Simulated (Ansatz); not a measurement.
Relaxed-ion elastic tensor of GaN in space group P6_222 (No. 180; Ga on 3d, N on 3c) in GPa (Voigt order), the program Ansatz at the r²SCAN level (PAW); density 6.69 g/cm³, 10.39 Å³ per atom.

```json
[
 {"": "1", "1": "368", "2": "111", "3": "112", "4": "0.0", "5": "0.0", "6": "0.0"},
 {"": "2", "1": "111", "2": "368", "3": "112", "4": "0.0", "5": "0.0", "6": "0.0"},
 {"": "3", "1": "112", "2": "112", "3": "484", "4": "0.0", "5": "0.0", "6": "0.0"},
 {"": "4", "1": "0.0", "2": "0.0", "3": "0.0", "4": "133", "5": "0.0", "6": "0.0"},
 {"": "5", "1": "0.0", "2": "0.0", "3": "0.0", "4": "0.0", "5": "133", "6": "0.0"},
 {"": "6", "1": "0.0", "2": "0.0", "3": "0.0", "4": "0.0", "5": "0.0", "6": "129"}
]
```

### Question
Is the crystal mechanically stable?

### Answer
Yes: the smallest eigenvalue of C is 129 GPa.

### Question
Work out the Voigt, Reuss and Hill averages.

### Answer
K_V = 210, K_R = 207, K_H = 209; G_V = 138, G_R = 136, G_H = 137 GPa.

### Question
Give Young's modulus, Poisson's ratio, Pugh's ratio and the universal anisotropy index.

### Answer
E = 9KG/(3K + G) = 337 GPa; ν = 0.23; K/G = 1.52 (brittle by the Pugh limit of 1.75); A_U = 5G_V/G_R + K_V/K_R − 6 = 0.08.

### Question
Estimate the sound speeds and the Debye temperature.

### Answer
v_l = √((K + 4G/3)/ρ) = 7650 m/s, v_t = √(G/ρ) = 4520 m/s, mean 5010 m/s; Θ = (h/k)(3n/4πV)^(1/3) v_m = 684 K.

### Question
Solve the Christoffel equation for the three sound speeds along x, y, z.

### Answer
Eigenvalues of C_ijkl n_j n_l equal ρv² (piezoelectric stiffening left out). In km/s, slowest first: x 4.38, 4.46, 7.41; y 4.38, 4.46, 7.41; z 4.46, 4.46, 8.51.

### Question
How much does each axis shrink under pressure?

### Answer
Linear compressibilities β_i = Σ_j S_ij (j = 1 to 3): x 1.8, y 1.8, z 1.2 per TPa.

The start of the workflow was typed in or built on a structure type; neither database checked (COD, Materials Project) lists it. It is not the phase usual at ambient conditions (space group No. 186, 216). The r²SCAN relaxation kept the symmetry of its start; whether a distortion lowers the energy is not shown.

Potentials: the later of the program's two PAW sets.
